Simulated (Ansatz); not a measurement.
Phonons of ZrB$_{2}$ (AlB2 type, space group P6/mmm) at Γ, M = (0.5, 0.0, 0.0), A = (0.0, 0.0, 0.5), L = (0.5, 0.0, 0.5).

ZrB2 (AlB2 type, space group P6/mmm)

```
CELL_PARAMETERS angstrom
      3.16770     0.00000     0.00000
     -1.58385     2.74331     0.00000
      0.00000     0.00000     3.55026
ATOMIC_POSITIONS crystal
  Zr 0.00000 0.00000 0.00000
  B  0.33333 0.66667 0.50000
  B  0.66667 0.33333 0.50000
```

The numbers are results of r2SCAN (plane waves to 500 eV, PAW, scalar-relativistic; Ansatz, an electronic-structure program), not measurements. Harmonic phonons by density-functional perturbation theory on a 18×18×14 k mesh, in cm⁻¹ and rounded to 5; i marks imaginary ones, q is in fractions of the reciprocal vectors of the cell shown, and the three acoustic modes at Γ are left out. ZrB2 is run without spin polarisation. ZrB2 was relaxed with its symmetry unable to fall.

```csv
q,wavenumbers (cm⁻¹)
Γ,"455 (×2), 470, 550, 770 (×2)"
"M = (0.5, 0.0, 0.0)","230, 230, 295, 520, 530, 540, 690, 700, 740"
"A = (0.0, 0.0, 0.5)","210 (×2), 235, 410 (×2), 495, 630, 780 (×2)"
"L = (0.5, 0.0, 0.5)","220, 255, 265, 520, 550, 605, 665, 715, 730"
```

The structure shows no imaginary mode at these points (lowest 210 cm⁻¹ at A = (0.0, 0.0, 0.5)); other wave vectors were not tested.

Highest mode: 780 cm⁻¹ at A = (0.0, 0.0, 0.5).
